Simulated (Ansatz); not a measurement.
MgF₂:
```cif
data_F8Mg4
_chemical_formula_sum 'Mg4 F8'
_space_group_name_H-M_alt 'Pa-3'
_space_group_IT_number 205
_space_group_name_Hall '-P 2ac 2ab 3'
_cell_length_a 4.95397
_cell_length_b 4.95397
_cell_length_c 4.95397
_cell_angle_alpha 90.000
_cell_angle_beta 90.000
_cell_angle_gamma 90.000
loop_
_atom_site_label
_atom_site_type_symbol
_atom_site_symmetry_multiplicity
_atom_site_Wyckoff_symbol
_atom_site_fract_x
_atom_site_fract_y
_atom_site_fract_z
_atom_site_occupancy
Mg1 Mg 4 a 0.00000 0.00000 0.00000 1
F1 F 8 c 0.34011 0.34011 0.34011 1
```

Relaxed with PBEsol. The program Ansatz at the PBEsol level (PAW) gives a gap of 6.82 eV.

Question: What gap does HSE06 give on the same cell (Ansatz, PAW)?

Answer: 9.31 eV, 2.49 eV more. The hybrid was solved on a coarser mesh and at special points; the gap given is the minimum over both.

| k | v1 PBEsol | c1 PBEsol | v1 HSE06 | c1 HSE06 |
|---|---|---|---|---|
| Γ | 0.00 | 6.82 | 0.00 | 9.31 |
| R | -0.50 | 11.80 | ? | ? |
| M | -0.28 | 10.67 | ? | ? |
| X | -0.06 | 9.10 | ? | ? |

Question: Top valence (v1) and lowest conduction level (c1) in eV from each method's valence maximum (which need not be a listed point): supply the withheld HSE06 values.

Answer: 
- M, v1 HSE06: -0.29
- M, c1 HSE06: 13.28
- R, v1 HSE06: -0.53
- R, c1 HSE06: 14.44
- X, v1 HSE06: -0.07
- X, c1 HSE06: 11.64

Cost on shared cores: the PBEsol run (SCF on a 6×6×6 mesh, then bands and DOS) about 80 core-seconds (a rough figure), the HSE06 run (SCF on 4×4×4, then a few points) about 4 core-minutes (a rough figure); the tasks are unlike.

The workflow started from a Materials Project entry (that database holds measured and hypothetical structures alike); the Crystallography Open Database copy checked does not list it. It is not the phase usual at ambient conditions (space group No. 136). The cell was relaxed with PBEsol under the symmetry of its start; whether a distortion lowers the energy is not shown.

Potentials: the later of the program's two PAW sets.
